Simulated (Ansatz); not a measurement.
Mo (bcc, W type), conventional cell a = b = c = 3.151 Å, α = β = γ = 90.00°. The calculation uses the primitive cell of 1 atom, to which meshes and values per cell refer.

The relaxed cell is deformed in two ways at once: its volume V is scaled, and at that volume it is stretched along z (the c axis of the conventional cell) so that c/a changes. Fractional atomic positions are held.

The numbers are results of r2SCAN (plane waves to 500 eV, PAW, scalar-relativistic; Ansatz, a first-principles code), not measurements. k mesh 21×21×21 (Γ-centred), Fermi-Dirac smearing 0.05 eV. Compression counts positive. With partly filled bands, the response to shear is sensitive to the k mesh, so small differences along c/a are uncertain. Mo is run without spin polarisation. Mo was relaxed with its symmetry unable to fall. 

```csv
σzz − σxx (GPa),V/V₀ = 0.920,V/V₀ = 0.947,V/V₀ = 0.973,V/V₀ = 1.000,V/V₀ = 1.027,V/V₀ = 1.053,V/V₀ = 1.080
(c/a)/(c/a)₀ = 0.880,42.9,41.0,39.0,37.1,35.2,33.2,31.4
(c/a)/(c/a)₀ = 0.920,32.7,31.0,29.2,27.4,25.7,24.2,___
(c/a)/(c/a)₀ = 0.960,16.4,15.2,14.2,13.3,12.5,11.8,11.1
(c/a)/(c/a)₀ = 1.000,0.0,0.0,0.0,0.0,0.0,0.0,0.0
(c/a)/(c/a)₀ = 1.040,-14.9,-14.0,-13.1,-12.2,-11.5,-10.8,-10.2
(c/a)/(c/a)₀ = 1.080,-27.4,-25.9,-24.5,-23.2,-21.9,-20.6,___
(c/a)/(c/a)₀ = 1.120,-36.5,-34.5,-32.6,-30.9,-29.3,-27.7,-26.3
```

Task: What belongs in the gaps?

Result: 
- (c/a)/(c/a)₀ = 0.920, V/V₀ = 1.080: 22.7
- (c/a)/(c/a)₀ = 1.080, V/V₀ = 1.080: -19.4

(Under strain, the slope of the energy per volume gives the stress and its curvature an elastic modulus.)
